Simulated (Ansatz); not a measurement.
# Bi: computed property card

Bi:
```cif
data_Bi4
_chemical_formula_sum 'Bi4'
_space_group_name_H-M_alt 'Fm-3m'
_space_group_IT_number 225
_space_group_name_Hall '-F 4 2 3'
_cell_length_a 4.94611
_cell_length_b 4.94611
_cell_length_c 4.94611
_cell_angle_alpha 90.000
_cell_angle_beta 90.000
_cell_angle_gamma 90.000
loop_
_atom_site_label
_atom_site_type_symbol
_atom_site_symmetry_multiplicity
_atom_site_Wyckoff_symbol
_atom_site_fract_x
_atom_site_fract_y
_atom_site_fract_z
_atom_site_occupancy
Bi1 Bi 4 a 0.00000 0.00000 0.00000 1
```
(The calculation used a cell of 1 atom; values per cell refer to that cell.)

Space group Fm-3m (No. 225), fcc (Cu type); conventional cell a = b = c = 4.9461 Å, α = β = γ = 90.00°.

Method: DFT-PBEsol in the program Ansatz with PAW potentials. Geometry: relaxed at this level of theory. Other levels are named where they apply.

**Cell and energy**

- Volume per atom: 30.25 Å³
- Density: 11.47 g/cm³

**Electronic structure**

Electronic character: metallic (no gap)
Density of states at the Fermi level: 0.71 states/eV per atom (mean over ±0.08 eV)
Gap with spin–orbit coupling: none (metallic)

**Mechanics**

* **Bulk modulus (Birch–Murnaghan fit)**: 58.5 GPa
* **Pressure derivative B′**: 4.6
* **Elastic constants (relaxed ions, GPa)**: C11 = 51.5, C12 = 62.3, C44 = 7.2
* **Mechanical stability**: unstable (C has a negative eigenvalue)

The start of the workflow was typed in or built on a structure type; neither database checked (COD, Materials Project) lists it. It is not the phase usual at ambient conditions (space group No. 166). The cell was relaxed with PBEsol under the symmetry of its start. As this level gives no gap, shear constants depend on the k-mesh and smearing (Fermi–Dirac, 0.1 eV here). Scalar-relativistic: spin–orbit coupling is off unless named, which matters more the heavier the elements.

Potentials: the later of the program's two PAW sets.
